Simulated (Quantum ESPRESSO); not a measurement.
# Al3SiO5N: finding a planted mistake in a log

Simulated, not a measurement. The program is pw.x of Quantum ESPRESSO 7.5 (plane-wave density functional theory). The cell is made up: 10 atoms on a corundum lattice, with randomly drawn elements, strain and displacements, not relaxed. PseudoDojo standard norm-conserving files (v0.5 for PBE, v0.4.1 for LDA and PBEsol) set the functional; there is no spin polarisation, spin-orbit coupling or dispersion term, and the masses in the input are unused placeholders.

Intended input:

```
&control calculation='scf', pseudo_dir='./dojo.nc.sr.pbe.v0_5.standard.upf', outdir='./o', disk_io='low', tprnfor=.true., tstress=.true. /
&system ibrav=0, nat=10, ntyp=4, nbnd=30, ecutwfc=84.00895049, nosym=.true., tot_charge=0,
 occupations='smearing', smearing='fd', degauss=0.0018374661
/
&electrons conv_thr=7.350e-09, electron_maxstep=60, /
ATOMIC_SPECIES
Al 1.0 Al.upf
N 1.0 N.upf
O 1.0 O.upf
Si 1.0 Si.upf
CELL_PARAMETERS angstrom
2.3499 1.3567 4.2731
-2.3499 1.3567 4.2731
0.0 -2.7134 4.2731
ATOMIC_POSITIONS angstrom
Al -0.034 0.0251 4.5289
Al 0.0033 -0.0438 1.8747
Si 0.0583 0.0493 8.2287
Al -0.0182 -0.0326 10.923
O -1.0245 1.2905 7.5169
O -0.7097 -1.453 7.54
O 1.6495 0.0814 7.6047
O 0.8261 -1.4654 5.3347
O 0.7785 1.4512 5.3261
N -1.6495 -0.129 5.2322
K_POINTS automatic
6 6 6 1 1 1
```

The log is shortened where brackets say so; the opening notice, blank lines, dates and the lines on written files are dropped, and the path of the files is cut. It prints rydbergs, bohrs and kilobars, and counts compression as positive stress. Where no state is partly filled, the Fermi energy that it prints is only some level between the filled and the empty states on the mesh, and need not lie in the true gap.

Log of the intended run:

```
     Program PWSCF v.7.5
     Parallel version (MPI & OpenMP), running on       4 processor cores
     Number of MPI processes:                 4
     Threads/MPI process:                     1
     [start-up lines left out]
     bravais-lattice index     =            0
     lattice parameter (alat)  =       9.5655  a.u.
     unit-cell volume          =     551.5998 (a.u.)^3
     number of atoms/cell      =           10
     number of atomic types    =            4
     number of electrons       =        48.00
     number of Kohn-Sham states=           30
     kinetic-energy cutoff     =      84.0090  Ry
     charge density cutoff     =     336.0358  Ry
     scf convergence threshold =      7.3E-09
     mixing beta               =       0.7000
     number of iterations used =            8  plain     mixing
     Exchange-correlation= PBE
                           (   1   4   3   4   0   0   0)
     [axes and pseudopotential details left out]
   Cartesian axes
     site n.     atom                  positions (alat units)
         1        Al     tau(   1) = (  -0.0067169   0.0049587   0.8947172  )
         2        Al     tau(   2) = (   0.0006519  -0.0086530   0.3703607  )
         3        Si     tau(   3) = (   0.0115176   0.0097396   1.6256397  )
         4        Al     tau(   4) = (  -0.0035955  -0.0064404   2.1579184  )
         5        O      tau(   5) = (  -0.2023975   0.2549477   1.4850184  )
         6        O      tau(   6) = (  -0.1402064  -0.2870508   1.4895820  )
         7        O      tau(   7) = (   0.3258708   0.0160812   1.5023640  )
         8        O      tau(   8) = (   0.1632021  -0.2895005   1.0539089  )
         9        O      tau(   9) = (   0.1537984   0.2866951   1.0522099  )
        10        N      tau(  10) = (  -0.3258708  -0.0254849   1.0336593  )
     number of k points=   108  Fermi-Dirac smearing, width (Ry)=  0.0018
     Number of k-points >= 100: set verbosity='high' to print them.
     Dense  grid:    57299 G-vectors     FFT dimensions: (  60,  60,  60)
     Estimated max dynamical RAM per process >     170.95 MB
     Estimated total dynamical RAM >     641.82 MB
     Initial potential from superposition of free atoms
     starting charge      47.9920, renormalised to      48.0000
     Starting wfcs are   40 randomized atomic wfcs
     total cpu time spent up to now is        3.5 secs
     per-process dynamical memory:   145.0 Mb
     Self-consistent Calculation
     iteration #  1     ecut=    84.01 Ry     beta= 0.70
     Davidson diagonalization with overlap
     ethr =  1.00E-02,  avg # of iterations =  3.6
     total cpu time spent up to now is        9.5 secs
     total energy              =    -208.47179298 Ry
     estimated scf accuracy    <       2.29858575 Ry
     iteration #  2     ecut=    84.01 Ry     beta= 0.70
     Davidson diagonalization with overlap
     ethr =  4.79E-03,  avg # of iterations =  2.1
     total cpu time spent up to now is       15.2 secs
     total energy              =    -209.18045511 Ry
     estimated scf accuracy    <       1.27353715 Ry
     [iterations 3 to 9 left out]
     iteration # 10     ecut=    84.01 Ry     beta= 0.70
     Davidson diagonalization with overlap
     ethr =  5.69E-10,  avg # of iterations =  3.7
     total cpu time spent up to now is       60.3 secs
     total energy              =    -209.40493274 Ry
     estimated scf accuracy    <       0.00000006 Ry
     iteration # 11     ecut=    84.01 Ry     beta= 0.70
     Davidson diagonalization with overlap
     ethr =  1.21E-10,  avg # of iterations =  2.0
     total cpu time spent up to now is       65.6 secs
     End of self-consistent calculation
     Number of k-points >= 100: set verbosity='high' to print the bands.
     the Fermi energy is    12.5935 ev
!    total energy              =    -209.40493276 Ry
     estimated scf accuracy    <          4.3E-09 Ry
     smearing contrib. (-TS)   =       0.00000000 Ry
     internal energy E=F+TS    =    -209.40493276 Ry
     The total energy is F=E-TS. E is the sum of the following terms:
     one-electron contribution =     -23.06299824 Ry
     hartree contribution      =      48.31384613 Ry
     xc contribution           =     -59.24142049 Ry
     ewald contribution        =    -175.41436015 Ry
     convergence has been achieved in  11 iterations
     Forces acting on atoms (cartesian axes, Ry/au):
     atom    1 type  1   force =     0.03608900   -0.02560416    0.06321518
     atom    2 type  1   force =    -0.00250839   -0.04347825   -0.03611107
     atom    3 type  4   force =    -0.03246949    0.01432524    0.14201489
     atom    4 type  1   force =     0.01394266    0.03439868   -0.06869920
     atom    5 type  3   force =     0.10378468   -0.01252527   -0.03423801
     atom    6 type  3   force =     0.02793853    0.06613744   -0.02468407
     atom    7 type  3   force =    -0.06050174   -0.04757746   -0.10323558
     atom    8 type  3   force =     0.08393237    0.07979731   -0.00623562
     atom    9 type  3   force =    -0.07035054   -0.00842832    0.01412153
     atom   10 type  2   force =    -0.09985707   -0.05704519    0.05385194
     Total force =     0.325457     Total SCF correction =     0.000046
     Computing stress (Cartesian axis) and pressure
          total   stress  (Ry/bohr**3)                   (kbar)     P=      174.08
   0.00152764  -0.00007618  -0.00039337          224.72      -11.21      -57.87
  -0.00007618   0.00101771  -0.00017356          -11.21      149.71      -25.53
  -0.00039337  -0.00017356   0.00100481          -57.87      -25.53      147.81
     init_run     :      3.25s CPU      3.36s WALL (       1 calls)
     electrons    :     61.94s CPU     62.18s WALL (       1 calls)
     forces       :      0.94s CPU      0.95s WALL (       1 calls)
     stress       :      3.18s CPU      3.18s WALL (       1 calls)
     [timing details left out]
     PWSCF        :   1m 9.43s CPU   1m 9.81s WALL
     JOB DONE.
```

A second run was made from an input with one planted mistake. Its log:

```
     Program PWSCF v.7.5
     Parallel version (MPI & OpenMP), running on       4 processor cores
     Number of MPI processes:                 4
     Threads/MPI process:                     1
     [start-up lines left out]
     bravais-lattice index     =            0
     lattice parameter (alat)  =       9.7128  a.u.
     unit-cell volume          =     577.4831 (a.u.)^3
     number of atoms/cell      =           10
     number of atomic types    =            4
     number of electrons       =        48.00
     number of Kohn-Sham states=           30
     kinetic-energy cutoff     =      84.0090  Ry
     charge density cutoff     =     336.0358  Ry
     scf convergence threshold =      7.3E-09
     mixing beta               =       0.7000
     number of iterations used =            8  plain     mixing
     Exchange-correlation= PBE
                           (   1   4   3   4   0   0   0)
     [axes and pseudopotential details left out]
   Cartesian axes
     site n.     atom                  positions (alat units)
         1        Al     tau(   1) = (  -0.0067124   0.0049613   0.8947081  )
         2        Al     tau(   2) = (   0.0006615  -0.0086580   0.3703663  )
         3        Si     tau(   3) = (   0.0115180   0.0097475   1.6256347  )
         4        Al     tau(   4) = (  -0.0035994  -0.0064400   2.1579146  )
         5        O      tau(   5) = (  -0.2024018   0.2549527   1.4850255  )
         6        O      tau(   6) = (  -0.1402006  -0.2870553   1.4895782  )
         7        O      tau(   7) = (   0.3258702   0.0160902   1.5023609  )
         8        O      tau(   8) = (   0.1631977  -0.2895067   1.0539173  )
         9        O      tau(   9) = (   0.1538004   0.2866856   1.0522052  )
        10        N      tau(  10) = (  -0.3258702  -0.0254875   1.0336635  )
     number of k points=   108  Fermi-Dirac smearing, width (Ry)=  0.0018
     Number of k-points >= 100: set verbosity='high' to print them.
     Dense  grid:    60143 G-vectors     FFT dimensions: (  60,  60,  60)
     Estimated max dynamical RAM per process >     178.07 MB
     Estimated total dynamical RAM >     668.24 MB
     Initial potential from superposition of free atoms
     starting charge      47.9920, renormalised to      48.0000
     Starting wfcs are   40 randomized atomic wfcs
     total cpu time spent up to now is        3.8 secs
     per-process dynamical memory:   150.9 Mb
     Self-consistent Calculation
     iteration #  1     ecut=    84.01 Ry     beta= 0.70
     Davidson diagonalization with overlap
     ethr =  1.00E-02,  avg # of iterations =  3.3
     total cpu time spent up to now is       10.5 secs
     total energy              =    -208.47935360 Ry
     estimated scf accuracy    <       2.28404889 Ry
     iteration #  2     ecut=    84.01 Ry     beta= 0.70
     Davidson diagonalization with overlap
     ethr =  4.76E-03,  avg # of iterations =  2.1
     total cpu time spent up to now is       17.0 secs
     total energy              =    -209.17465606 Ry
     estimated scf accuracy    <       1.41016860 Ry
     [iterations 3 to 9 left out]
     iteration # 10     ecut=    84.01 Ry     beta= 0.70
     Davidson diagonalization with overlap
     ethr =  9.11E-10,  avg # of iterations =  2.5
     total cpu time spent up to now is       68.2 secs
     total energy              =    -209.42396168 Ry
     estimated scf accuracy    <       0.00000010 Ry
     iteration # 11     ecut=    84.01 Ry     beta= 0.70
     Davidson diagonalization with overlap
     ethr =  2.19E-10,  avg # of iterations =  2.1
     total cpu time spent up to now is       74.4 secs
     End of self-consistent calculation
     Number of k-points >= 100: set verbosity='high' to print the bands.
     the Fermi energy is    11.7842 ev
!    total energy              =    -209.42396170 Ry
     estimated scf accuracy    <          4.4E-09 Ry
     smearing contrib. (-TS)   =       0.00000000 Ry
     internal energy E=F+TS    =    -209.42396170 Ry
     The total energy is F=E-TS. E is the sum of the following terms:
     one-electron contribution =     -26.98349768 Ry
     hartree contribution      =      49.22876486 Ry
     xc contribution           =     -58.91594084 Ry
     ewald contribution        =    -172.75328805 Ry
     convergence has been achieved in  11 iterations
     Forces acting on atoms (cartesian axes, Ry/au):
     atom    1 type  1   force =     0.02858793   -0.02401549    0.05893239
     atom    2 type  1   force =     0.00041566   -0.03740026   -0.04461639
     atom    3 type  4   force =    -0.02285678    0.01836329    0.13407459
     atom    4 type  1   force =     0.01428900    0.03413524   -0.06731612
     atom    5 type  3   force =     0.09406638   -0.01429049   -0.03042673
     atom    6 type  3   force =     0.02938537    0.06162818   -0.01933631
     atom    7 type  3   force =    -0.06426452   -0.04175414   -0.09260167
     atom    8 type  3   force =     0.07647024    0.07025201    0.00006732
     atom    9 type  3   force =    -0.06486600   -0.00937278    0.01538077
     atom   10 type  2   force =    -0.09122726   -0.05754556    0.04584215
     Total force =     0.302499     Total SCF correction =     0.000069
     Computing stress (Cartesian axis) and pressure
          total   stress  (Ry/bohr**3)                   (kbar)     P=       46.51
   0.00057843  -0.00010459  -0.00035773           85.09      -15.39      -52.62
  -0.00010459   0.00016400  -0.00018638          -15.39       24.13      -27.42
  -0.00035773  -0.00018638   0.00020617          -52.62      -27.42       30.33
     init_run     :      3.54s CPU      3.65s WALL (       1 calls)
     electrons    :     70.41s CPU     70.64s WALL (       1 calls)
     forces       :      1.10s CPU      1.11s WALL (       1 calls)
     stress       :      3.77s CPU      3.77s WALL (       1 calls)
     [timing details left out]
     PWSCF        :   1m18.96s CPU   1m19.33s WALL
     JOB DONE.
```

Question: what was wrong in the second input?

Answer: the cell and the positions are scaled by a wrong factor. The input lines that differ, file-writing options aside:

```
- 2.3499 1.3567 4.2731
+ 2.3861 1.3776 4.3389
- -2.3499 1.3567 4.2731
+ -2.3861 1.3776 4.3389
- 0.0 -2.7134 4.2731
+ 0.0 -2.7552 4.3389
- Al -0.034 0.0251 4.5289
+ Al -0.0345 0.0255 4.5986
- Al 0.0033 -0.0438 1.8747
+ Al 0.0034 -0.0445 1.9036
- Si 0.0583 0.0493 8.2287
+ Si 0.0592 0.0501 8.3554
- Al -0.0182 -0.0326 10.923
+ Al -0.0185 -0.0331 11.0912
- O -1.0245 1.2905 7.5169
+ O -1.0403 1.3104 7.6327
- O -0.7097 -1.453 7.54
+ O -0.7206 -1.4754 7.6561
- O 1.6495 0.0814 7.6047
+ O 1.6749 0.0827 7.7218
- O 0.8261 -1.4654 5.3347
+ O 0.8388 -1.488 5.4169
- O 0.7785 1.4512 5.3261
+ O 0.7905 1.4735 5.4081
- N -1.6495 -0.129 5.2322
+ N -1.6749 -0.131 5.3128
```

|  | intended run | run with the mistake |
| --- | --- | --- |
| free energy (eV) | -2849.099 | -2849.358 |
| smearing term -TS (eV) | 0.0000 | 0.0000 |
| pressure (GPa) | 17.41 | 4.65 |
| largest force component (eV/Å) | 3.651 | 3.447 |
| largest change of a force component (eV/Å) |  | 0.273 |
| iterations | 11 | 11 |

For scale, a rerun of the intended cell at a cutoff of 1437 eV and k mesh 8 x 8 x 8 moved values by no more than 0.003 eV in energy, 0.02 GPa in stress and 0.002 eV/Å in force.